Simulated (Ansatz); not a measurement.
# Calculation log, WSe₂ (P6_3/mmc) (elastic constants by finite strains)

Computed with PBEsol, PAW on Ansatz 0.2.0's default frozen-core files (fitted under PBE), scalar-relativistic; not a measurement.

Cell and atoms were relaxed beforehand by PAW with this functional.

Command line:

```sh
ansatz run input.yaml --threads 2 --pin off --max-ram 6144MiB --backend cpu --events-out ev --progress --plain --runs-dir out
```

input.yaml:

```yaml
crystal:
  lattice:
    - [3.27116001945, 0.0, 0.0]
    - [-1.63558000973, 2.83290767669, 0.0]
    - [0.0, 0.0, 13.22240455928]
  atoms:
    - { symbol: W, position: [0.333333333333, 0.666666666667, 0.25] }
    - { symbol: W, position: [0.666666666667, 0.333333333333, 0.75] }
    - { symbol: Se, position: [0.333333333333, 0.666666666667, 0.623384412997] }
    - { symbol: Se, position: [0.666666666667, 0.333333333333, 0.123384412997] }
    - { symbol: Se, position: [0.333333333333, 0.666666666667, 0.876615587003] }
    - { symbol: Se, position: [0.666666666667, 0.333333333333, 0.376615587003] }
kpoints:
  mp_grid: { grid: [6, 6, 2] }
scf:
  occupations: { method: fixed }
hamiltonian:
  xc: pbesol
  pseudopotentials: { kind: paw }
elastic:
  mode: relaxed_ion
  stencil: two_point
  amplitude: 0.005
```

Output:

```
Warning: RAYON_NUM_THREADS=2 ignored (pool sized by the plan → 2); use --threads N
Engine: ansatz 0.2.0, x86_64-unknown-linux-gnu
Pseudopotentials: kind: paw
Pseudopotential: W, paw, valence charge 14, recommended cutoff 420 eV (normal), W.paw.azcp
Pseudopotential: Se, paw, valence charge 16, recommended cutoff 420 eV (normal), Se.paw.azcp
Functional definition: PBEsol
  exchange = pbesol_x
  correlation = pbesol_c
Crystal: 6 atoms, lattice volume = 122.531 Å³
Basis set: ecut = 420 eV, 2457 PW (Γ), exchange–correlation on 48×48×180 points (8 copies of the dense FFT grid, shifted against one another)
Bands: 56, of which v1, the nominal top of the filled ones, is band 46 counted from 1 (45 counted from 0)
Symmetry: 24 space group operations
Space group: P63/mmc (ITA 194), of the structure as read, at distance tolerance 5.0e-5 Å
k-points: 14 of 72
Non-local potential: W, projectors of the file, l = 0: 3, l = 1: 2, l = 2: 2, l = 3: 1
Non-local potential: Se, projectors of the file, l = 0: 2, l = 1: 2, l = 2: 3, l = 3: 1
PAW form: soft (Blöchl's): semilocal exchange-correlation on the pseudo side does not see the compensation charge
PAW frozen core: W, regenerated for the run's functional, and the local potential with it (the file was generated under x = pbe(κ = 0.804, μ = 0.2195149727645171), c = pbe(β = 0.06672455060314922))
PAW frozen core: Se, regenerated for the run's functional, and the local potential with it (the file was generated under x = pbe(κ = 0.804, μ = 0.2195149727645171), c = pbe(β = 0.06672455060314922))
PAW one-centre angular grid: W, 590 points (default); XC on 64 Gauss nodes
PAW one-centre angular grid: Se, 590 points (default); XC on 64 Gauss nodes
Initial density: superposition of atomic densities (neutral atoms: chi_scale 0, normalization atom), corrected by the library's trained network
Initial wavefunctions: pseudopotential atomic-orbital guess
Functional: x = pbesol(κ = 0.804, μ = 0.12345679012345678), c = pbesol(β = 0.046)
[... 170 lines left out ...]
  largest displacement 1.4e-4 Å; the constants are those of the deck's cell at these positions:
  atoms:
    - { symbol: W, position: [0.3333333333333334, 0.6666666666666666, 0.24999999999999997] }
    - { symbol: W, position: [0.6666666666666667, 0.3333333333333333, 0.7499999999999999] }
    - { symbol: Se, position: [0.3333333333333334, 0.6666666666666666, 0.6233740972865095] }
    - { symbol: Se, position: [0.6666666666666667, 0.3333333333333333, 0.12337409728650972] }
    - { symbol: Se, position: [0.3333333333333334, 0.6666666666666666, 0.8766259027134903] }
    - { symbol: Se, position: [0.6666666666666667, 0.3333333333333333, 0.3766259027134902] }
  C = ∂σ_k/∂η_j (tension-positive GPa; Voigt order 11 22 33 23 13 12):
       197.193     36.355      5.964      0.000      0.000      0.000
        36.355    197.193      5.964      0.000      0.000     -0.000
         5.943      5.943     26.510      0.000      0.000      0.000
        -0.000      0.000     -0.000     13.047     -0.000     -0.000
        -0.000      0.000      0.000     -0.000     13.047     -0.000
         0.000     -0.000     -0.000     -0.000     -0.000     80.419
  reference stress σ⁰ (GPa):      0.003      0.003      0.017     -0.000     -0.000     -0.000
  C* (energy form; C + prestress term) asymmetry max|C*_kj − C*_jk| = 6.361e-3 GPa — a small one proves nothing (zero by symmetry where the batch's group is 432, −43m or m−3m); a large one is finite-difference/SCF noise where ...
  moduli (Voigt/Reuss/Hill, GPa): K = 57.49/23.29/40.39   G = 46.14/21.32/33.73   E = 79.16   ν = 0.173
  mechanically stable: yes (min eigenvalue of sym C = 13.05 GPa)
  strain η (Voigt 11):  stress-route row diagonal C_11 = 197.19 GPa, energy-path curvature d²(F+E_count+ΔE)/dδ²/Ω₀ = 197.07 GPa
         δ    σ_11 (GPa)             F (eV)   n_scf  n_hpsi   n_pw
    -5.000e-3      -1.0045      -42213.5286878       8   18990   2453   relax 4 steps, max|allowed force component| 2.76e-5 eV/Å
     5.000e-3       0.9674      -42213.5286969       6   17629   2457   relax 4 steps, max|allowed force component| 1.31e-5 eV/Å
  strain η (Voigt 33):  stress-route row diagonal C_33 = 26.51 GPa, energy-path curvature d²(F+E_count+ΔE)/dδ²/Ω₀ = 26.40 GPa
         δ    σ_33 (GPa)             F (eV)   n_scf  n_hpsi   n_pw
    -5.000e-3      -0.1247      -42213.5303802       7    9389   2432   relax 3 steps, max|allowed force component| 1.97e-5 eV/Å
     5.000e-3       0.1404      -42213.5302791       7    9395   2457   relax 3 steps, max|allowed force component| 2.42e-5 eV/Å
  strain η (Voigt 23):  stress-route row diagonal C_44 = 13.05 GPa, energy-path curvature d²(F+E_count+ΔE)/dδ²/Ω₀ = 12.99 GPa
         δ    σ_23 (GPa)             F (eV)   n_scf  n_hpsi   n_pw
    -5.000e-3      -0.0652      -42213.5304625       6   17599   2451   relax 4 steps, max|allowed force component| 2.10e-5 eV/Å
     5.000e-3       0.0652      -42213.5304625       7   17976   2451   relax 4 steps, max|allowed force component| 2.55e-5 eV/Å
```

The run converged.

### Elastic moduli

Elastic constants of a crystal by Kohn-Sham DFT: slopes of the stress over finite engineering strains of the given cell, Voigt indices, Cartesian axes as in the input; Hill averages of a grain aggregate, Debye temperature from the mean sound speed over directions.

```
Bulk modulus                     : 40.39 GPa
Shear modulus                    : 33.73 GPa
Young modulus                    : 79.16 GPa
Poisson ratio                    : 0.1734
Bulk over shear modulus          : 1.197
Elastic anisotropy index         : 7.29
Least young modulus              : 26.21 GPa
Largest young modulus            : 189.6 GPa
Longitudinal sound speed         : 3036 m/s
Transverse sound speed           : 1908 m/s
Elastic debye temperature        : 189.1 K
Linear compressibility (x, y, z) : 3.359, 3.359, 36.21 1/TPa
```

**Strained cells**

Stress of each strained cell less that at rest, tension positive.

```
strain component  strain  stress xx (GPa)  stress yy (GPa)  stress zz (GPa)  stress yz (GPa)  stress xz (GPa)  stress xy (GPa)  relaxation steps
              xx  -0.005           -1.007          -0.1808          -0.0303                0                0                0                 4
              xx   0.005           0.9648           0.1828           0.0291                0                0                0                 4
              zz  -0.005          -0.0318          -0.0318          -0.1418                0                0                0                 3
              zz   0.005           0.0278           0.0278           0.1233                0                0                0                 3
              yz  -0.005           -0.001          -0.0002          -0.0027          -0.0652                0                0                 4
              yz   0.005           -0.001          -0.0002          -0.0027           0.0652                0                0                 4
```

Elastic constants:

```
Pressure at rest         : -0.007 GPa
Least elastic eigenvalue : 13.05 GPa
Elastically stable       : yes
```

| index | elastic (GPa) |
| --- | --- |
| 11 | 197.2 |
| 12 | 36.36 |
| 13 | 5.95 |
| 33 | 26.51 |
| 44 | 13.05 |

Caveats: frozen-core PAW files fitted under PBE, their cores solved anew for the functional of the run; no spin-orbit coupling on heavy atoms; no dispersion correction, so the spacing and stiffness between layers or molecules are poor.

Cost: 65 s on 2 threads of Intel(R) Xeon(R) 6975P-C (Granite Rapids), on a shared host, peak memory 0.55 GiB.
